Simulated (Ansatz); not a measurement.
Input and command of a plane-wave DFT calculation in Ansatz:

```yaml
crystal:
  lattice:
    - [5.231062, 0.0, 5.231062]
    - [0.0, 5.231062, 5.231062]
    - [0.0, 0.0, 10.462124]
  atoms:
    - { symbol: K, position: [0.0, 0.0, 0.25] }
    - { symbol: K, position: [0.0, 0.5, 0.75] }
    - { symbol: K, position: [0.5, 0.0, 0.75] }
    - { symbol: C, position: [0.5, 0.5, 0.75], spin: 1.0 }
    - { symbol: O, position: [0.0, 0.0, 0.0] }
    - { symbol: K, position: [0.0, 0.0, 0.75] }
    - { symbol: K, position: [0.0, 0.5, 0.25] }
    - { symbol: K, position: [0.5, 0.0, 0.25] }
    - { symbol: C, position: [0.5, 0.5, 0.25], spin: -1.0 }
    - { symbol: O, position: [0.0, 0.0, 0.5] }
basis:
  ecutwfc: 420
kpoints:
  mp_grid: { grid: [8, 8, 4] }
hamiltonian:
  xc: pbe
scf:
  occupations: { method: gaussian, width: 0.01 }
output:
  forces: true
  stress: true
  eigenvalues: true
  populations: true
magnetization:
  spin_polarized: true
relax:
  adjacent_minimum: "off"
  f_tol: 0.01
  max_steps: 60
  cell: { stress_tol: 0.05 }
```

```bash
ansatz run input.yaml --threads 1 --pin off --max-ram 2560MiB --backend cpu --events-out ev --progress --plain --runs-dir out
```

Processor: Arm Neoverse V1, 1 thread, on a host shared with other jobs.

Q: How long does it run, and how much memory does it take?

A: About 69 s on 1 thread of Arm Neoverse V1 (shared host), peak memory 0.77 GiB. It solves 48 bands at 19 k points (the mesh reduced by the symmetry that the task leaves, which can be less than the crystal's) with about 5577 plane waves (on the last cell), in 24 SCF iterations over 3 ionic steps.
